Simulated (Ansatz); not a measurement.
InP (CsCl type, Pm-3m) at seven volumes, DFT-PBE in the program Ansatz with PAW potentials, scaled uniformly. One row is withheld.

```
V (Å³/atom)  P (GPa)
-----------  -------
18.653          7.51
19.268             ?
19.883          2.03
20.498          0.00
21.113         -1.78
21.728         -3.26
22.343         -4.52
```

Question: Fit the shown pressures and predict the withheld one.

Answer: P = (3/2)B₀(x^(7/2) − x^(5/2))[1 + (3/4)(B′ − 4)(x − 1)] with x = (V₀/V)^(2/3). Least squares on the six rows gives V₀ = 20.490 Å³/atom, B₀ = 63.9 GPa, B′ = 4.74. At V = 19.268, x = 1.0418 and P = 4.55 GPa. The run itself gave 4.55 GPa.

The cell is a constructed one: a structure type filled with these elements; neither database checked (COD, Materials Project) lists it. It is not the phase usual at ambient conditions (space group No. 216). Symmetry was held in the PBE relaxation; whether a distortion lowers the energy is not shown.

Potentials: the earlier of the program's two PAW sets.
